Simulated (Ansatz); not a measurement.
Rh:
Space group Fm-3m (No. 225); a = 3.7538 Å, b = 3.7538 Å, c = 3.7538 Å, α = 90.00°, β = 90.00°, γ = 90.00°

```json
[
 {"atom": "Rh", "site": "4a", "symmetry": "m-3m", "x": "0.0000", "y": "0.0000", "z": "0.0000"}
]
```
(The calculation used a cell of 1 atom; values per cell refer to that cell.)

This is the LDA-relaxed structure.

All from the program Ansatz at the LDA level (PAW), unless another level is named. Give the bulk modulus (Birch–Murnaghan fit).

317 GPa.

Predict the elastic constants (relaxed ions, GPa).

C11 = 499, C12 = 226, C44 = 221.

The cell was relaxed with LDA under the symmetry of its start. No spin polarisation was allowed. As this level gives no gap, shear constants depend on the k-mesh and smearing (Fermi–Dirac, 0.1 eV here). On the denser mesh and wider smearing of the elastic run this cell carries a stress of 0.3 GPa.

Potentials: the later of the program's two PAW sets.
